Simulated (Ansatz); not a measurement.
**How far is PAW off for NbSi?**

```xyz
4
Lattice="4.4077 0.0000 0.0000 -2.2038 3.8172 0.0000 0.0000 0.0000 4.9988" Properties=species:S:1:pos:R:3 pbc="T T T"
Nb    0.0000    2.5448   -0.3099
Nb    2.2038    1.2724    2.1895
Si    0.0000    2.5448    2.1895
Si    2.2038    1.2724    4.6889
```

Atoms are numbered in the order listed.

Conventional cell: a = 4.408 Å, b = 4.408 Å, c = 4.999 Å, α = 90.00°, β = 90.00°, γ = 120.00°. Nb (atom 1) is surrounded by 5 Si at 2.50 to 2.54 Å. Si (atom 3) has 5 Nb at 2.50 to 2.54 Å as nearest neighbours.

The structure comes from a relaxation in the same program, started in the wurtzite type, and has space group P6_3/mmc. Whether it is a known phase or the ground state wasn't checked. The relaxation left the symmetry of that type.

Levels of theory: DFT, PBE, PAW with Ansatz's default frozen-core files, scalar-relativistic (Ansatz 0.2.0); DFT, PBE, all-electron PAW with datasets made for the crystal, scalar-relativistic (Ansatz 0.2.0); DFT, PBE, all-electron LAPW, scalar-relativistic (Ansatz 0.2.0).

For PAW: a Γ-centred 10×10×6 k mesh, Fermi–Dirac smearing of 0.03 eV, cutoff 420 eV, no spin polarisation. The crystal-made all-electron datasets (AE datasets) take a cutoff of 240 eV at this cell. LAPW targets a basis error of 1 meV/atom. The Ansatz runs share mesh, smearing and spin set-up. Plane-wave (PAW) pressures include the program's estimate of the Pulay term.

Stress and pressure are positive in compression.

No spin–orbit coupling: at heavy atoms the gradients can be off by tens of per cent for that reason.

In a metal, gradients converge slowly with the k mesh: the values move by tens of per cent from one mesh to another, at times in sign, so only the comparison on one mesh counts.

Levels count from the Fermi level.

```
                             quantity     PAW  AE datasets    LAPW
                       pressure (GPa)    0.00        -0.03   -0.03
       highest filled level at M (eV)  -0.278       -0.279  -0.279
         lowest empty level at M (eV)   0.883        0.883   0.883
       highest filled level at Γ (eV)  -0.183       -0.183  -0.183
         lowest empty level at Γ (eV)   1.469        1.468   1.468
       highest filled level at A (eV)  -2.936       -2.938  -2.938
         lowest empty level at A (eV)   1.258        1.258   1.258
field gradient Vzz at Nb1 (10²¹ V/m²)       ?            ?       –
field gradient Vzz at Si3 (10²¹ V/m²)   -0.79        -0.77       –
```

Q: What belongs in the row "field gradient Vzz at Nb1 (10²¹ V/m²)", column "PAW"?

A: -11.27.

Q: Give the missing entry: row "field gradient Vzz at Nb1 (10²¹ V/m²)", column "AE datasets".

A: -11.51.
